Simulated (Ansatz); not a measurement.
Si3Mo5:
```yaml
crystal:
  lattice:
    - [-4.80266, 4.80266, 2.43499]
    - [4.80266, -4.80266, 2.43499]
    - [4.80266, 4.80266, -2.43499]
  atoms:
    - { symbol: Si, position: [0.75000, 0.75000, 0.00000] }
    - { symbol: Si, position: [0.25000, 0.25000, 0.00000] }
    - { symbol: Mo, position: [0.25000, 0.75000, 0.50000] }
    - { symbol: Mo, position: [0.75000, 0.25000, 0.50000] }
    - { symbol: Si, position: [0.16751, 0.66751, 0.83503] }
    - { symbol: Si, position: [0.66751, 0.83249, 0.50000] }
    - { symbol: Si, position: [0.83249, 0.33249, 0.16497] }
    - { symbol: Si, position: [0.33249, 0.16751, 0.50000] }
    - { symbol: Mo, position: [0.72436, 0.57661, 0.30097] }
    - { symbol: Mo, position: [0.57661, 0.27564, 0.85225] }
    - { symbol: Mo, position: [0.27564, 0.42339, 0.69903] }
    - { symbol: Mo, position: [0.42339, 0.72436, 0.14775] }
    - { symbol: Mo, position: [0.77564, 0.07661, 0.85225] }
    - { symbol: Mo, position: [0.92339, 0.77564, 0.69903] }
    - { symbol: Mo, position: [0.22436, 0.92339, 0.14775] }
    - { symbol: Mo, position: [0.07661, 0.22436, 0.30097] }
```

Relaxed with PBEsol. Special points in fractions of this cell's reciprocal vectors: Γ (0.000, 0.000, 0.000); X (0.000, 0.000, 0.500); M (-0.500, 0.500, 0.500); Z (0.314, 0.314, -0.314); Z0 (-0.314, 0.686, 0.314); P (0.250, 0.250, 0.250); N (0.000, 0.500, 0.000).

Problem. List the band energies nearest the Fermi level at these points for PBEsol with spin–orbit coupling in the plane-wave PAW code Ansatz.

Solution. In eV from the Fermi level; about four levels below and three above (degenerate sets whole), none deeper than 8.9 eV; points with the same levels are listed once.

```tsv
k	below	above
Γ	-0.21 -0.21 -0.16 -0.16	0.25 0.25 0.32 0.32
X	-0.46 -0.46 -0.29 -0.29	0.25 0.25 0.27 0.27
M	-0.81 -0.81 -0.20 -0.20	0.18 0.18 0.24 0.24
Z	-0.64 -0.64 -0.51 -0.51	0.03 0.03 0.11 0.11
P	-0.37 -0.37 -0.37 -0.37	0.22 0.22 0.22 0.22
N	-0.50 -0.50 -0.50 -0.50	0.07 0.07 0.07 0.07
```

Space group I4/mcm. The workflow started from an entry of the Crystallography Open Database (COD). Its standing as an ambient phase is unchecked. The PBEsol relaxation kept the symmetry of its start; whether a distortion lowers the energy is not shown. No spin polarisation was allowed.

Potentials: the later of the program's two PAW sets.
